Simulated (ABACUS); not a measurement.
Input and output of a self-consistent single point for SiO2 (I-42d, 6 atoms in the cell; from Materials Project mp-546794) (ABACUS).

All values come from this method and carry its errors: LDA (PW92), numerical atomic orbitals DZ (confined pseudo-atomic orbitals with Gaussian additions; energy shift 0.01 Ry), PseudoDojo 0.4 standard norm-conserving LDA (tails mended) pseudopotentials (ABACUS 3.10.1).

```
SiO2
1.0
   -2.47729     2.47729     3.65567
    2.47729    -2.47729     3.65567
    2.47729     2.47729    -3.65567
Si O
2 4
Direct
  0.00000   0.00000   0.00000
  0.75000   0.25000   0.50000
  0.37500   0.22179   0.34679
  0.77821   0.12500   0.15321
  0.87500   0.02821   0.65321
  0.97179   0.62500   0.84679
```

Reference input (self-consistent single point, DFT, LDA (PW92), numerical atomic orbitals DZP (confined pseudo-atomic orbitals with Gaussian additions; energy shift 0.01 Ry), PseudoDojo 0.4 standard norm-conserving LDA (tails mended) pseudopotentials): basis = DZP numerical atomic orbitals, energy shift 0.01 Ry; KPT = Gamma 6 6 6 0 0 0; basis_type = lcao; dft_functional = PWLDA; ecutwfc = 100 Ry; smearing_method = fixed; potentials = PseudoDojo 0.4 standard norm-conserving LDA (tails mended); symmetry = 1; symmetry_prec = 1e-05; ks_solver = scalapack_gvx; scf_nmax = 100; scf_thr = 1.0e-07. This run's input differs from it in these lines:

```diff
@@ -26,4 +26,4 @@
 NUMERICAL_ORBITAL
-Si_lda_6.9au_2s2p1d.orb
-O_lda_4.3au_2s2p1d.orb
+Si_lda_6.9au_2s2p.orb
+O_lda_4.3au_2s2p.orb
```

The program printed (abridged):

```
 SELF-CONSISTENT
 -------------------------------------------

                  longest orb rcut (Bohr) = 6.9
   longest nonlocal projector rcut (Bohr) = 1.94
                     search radius (Bohr) = 17.7

                          real space grid = [ 64, 64, 64 ]
                                 init_chg = atomic

 LCAO ALGORITHM --------------- ION=   1  ELEC=   1--------------------------------

 Density error is 0.225705739153
 E_KohnSham     -148.2295999150      -2016.7671711043
 E_Fermi        -0.1976265577        -2.6888472610

 LCAO ALGORITHM --------------- ION=   1  ELEC=   2--------------------------------

   [... lines left out ...]

   [... 6 blocks of this kind left out ...]

 LCAO ALGORITHM --------------- ION=   1  ELEC=   9--------------------------------

 Density error is 1.45659736949e-07
 E_KohnSham     -148.9880147608      -2027.0859344551
 E_Fermi        0.0648991888         0.8829987629

 LCAO ALGORITHM --------------- ION=   1  ELEC=  10--------------------------------

 Density error is 6.98541294742e-09
 E_KohnSham     -148.9880147608      -2027.0859344551
 E_KS(sigma->0) -148.9880147608      -2027.0859344551
 E_entropy(-TS) 0.0000000000         0.0000000000
 E_Fermi        0.0648993481         0.8830009302
 charge density convergence is achieved
 final etot is -2027.0859345 eV
 EFERMI = 0.88300093021 eV

 STATE ENERGY(eV) AND OCCUPATIONS    NSPIN == 1
   [... 23 lines left out ...]

 TOTAL-FORCE (eV/Angstrom)
                       Si1         0.0000000000         0.0000000000         0.0000000000
                       Si2         0.0000000000         0.0000000000         0.0000000000
                        O1         0.8018968042         0.0000000000         0.0000000000
                        O2         0.0000000000        -0.8018968042         0.0000000000
                        O3        -0.8018968042         0.0000000000         0.0000000000
                        O4         0.0000000000         0.8018968042         0.0000000000

 TOTAL-STRESS (KBAR)
       142.9241590099        -0.0000000000         0.0000000000
        -0.0000000000       142.9241590099        -0.0000000000
        -0.0000000000        -0.0000000000       135.6884833462
 TOTAL-PRESSURE: 140.512267 KBAR

 --------------------------------------------
 !FINAL_ETOT_IS -2027.0859344550774495 eV
 --------------------------------------------
```

The run converged in 10 iterations. Against the reference run the free energy goes up by 1.21 eV/atom, the pressure goes from 0.30 to 14.05 GPa, the largest force goes from under 0.1 to 0.80 eV/Å and the gap on the mesh goes from 7.357 to 6.651 eV.

The atom-centred basis is finite, which shifts total energies, pressures, gaps and forces against plane waves. This run is one point of a test of settings, so its values need not be converged; read them against the reference run alone. The structure comes from a collection of computed structures, made at another level of theory; the collection holds predicted forms beside known ones.

The atomic orbitals were generated for these runs; they are not ABACUS's published sets and were checked against plane waves on a few crystals only.

“Tails mended”: in these copies of the files the far tail of each local potential was reset to the Coulomb form.
